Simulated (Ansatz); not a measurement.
SiC (zinc blende, space group No. 216) at seven volumes, PBE in the plane-wave PAW code Ansatz, scaled uniformly. One row is withheld.

```
V (Å³/atom)  P (GPa)
-----------  -------
9.556          24.09
9.871              ?
10.187          6.87
10.502          0.00
10.817         -5.93
11.132        -11.04
11.447        -15.44
```

### Question
Fit the shown pressures and predict the withheld one.

### Answer
P = (3/2)B₀(x^(7/2) − x^(5/2))[1 + (3/4)(B′ − 4)(x − 1)] with x = (V₀/V)^(2/3). Least squares on the six rows gives V₀ = 10.502 Å³/atom, B₀ = 212 GPa, B′ = 3.91. At V = 9.871, x = 1.0422 and P = 14.83 GPa. The run itself gave 14.85 GPa.

Space group F-43m (zinc blende). The cell was relaxed with PBE under the symmetry of its start.

Potentials: the later of the program's two PAW sets.
